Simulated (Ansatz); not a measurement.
Computed energy against volume: HfO2 (tetragonal-ZrO2 type, space group P4_2/nmc)

HfO$_{2}$ (tetragonal-ZrO2 type, space group P4_2/nmc)

```
HfO2
1.0
    3.56707     0.00000     0.00000
    0.00000     3.56707     0.00000
    0.00000     0.00000     5.16595
Hf O
2 4
Cartesian
  0.00000   0.00000   0.00000
  1.78353   1.78353   2.58297
  0.00000   1.78353   1.03370
  0.00000   1.78353   3.61668
  1.78353   0.00000   1.54927
  1.78353   0.00000   4.13225
```

E(V) scan at fixed shape, V₀ the volume above. The atoms relax within the cell's symmetry.

Calculation: PBEsol (plane waves to 420 eV, PAW, scalar-relativistic; Ansatz, a first-principles code). k mesh 10×10×7 (Γ-centred), Fermi-Dirac smearing 0.05 eV. The energy includes the smearing's −TS. Stress and pressure are positive under compression. With the shape held, the modulus is that of even scaling; a crystal free to change shape is softer. HfO2 is run without spin polarisation. HfO2 was relaxed with its symmetry unable to fall. Spin-orbit coupling is left out, though Hf is heavy. This is a high-temperature form of HfO2. ΔE is measured from the relaxed starting cell.

```
V (Å³/atom)  ΔE (meV/atom)  P (GPa)
-----------  -------------  -------
9.202                254.2     54.9
9.495                166.3     41.8
9.787                100.5     30.7
10.079                53.4     21.2
10.371                22.4     13.0
10.663                 5.3      6.1
10.955                 0.0      0.0
11.247                 4.8     -5.1
11.539                18.3     -9.5
11.832                39.1    -13.3
12.124                66.2    -16.5
12.416                98.7    -19.2
12.708               135.7    -21.5
```

Read from the data:

| Property | Value |
|---|---|
| Pressure at the smallest volume | 54.9 GPa |
| Energy cost of the largest compression | 254.2 meV/atom |
| Energy cost of the largest expansion | 135.7 meV/atom |
| Bulk modulus at fixed cell shape B₀ (third-order Birch-Murnaghan fit) | 207 GPa |
| Pressure derivative B₀′ (fit) | 4.8 |
| Equilibrium volume of the fit | 10.96 Å³/atom |
| Pressure for 5 % compression (fit) | 12.0 GPa |

(Under strain, the slope of the energy per volume gives the stress and its curvature an elastic modulus.)
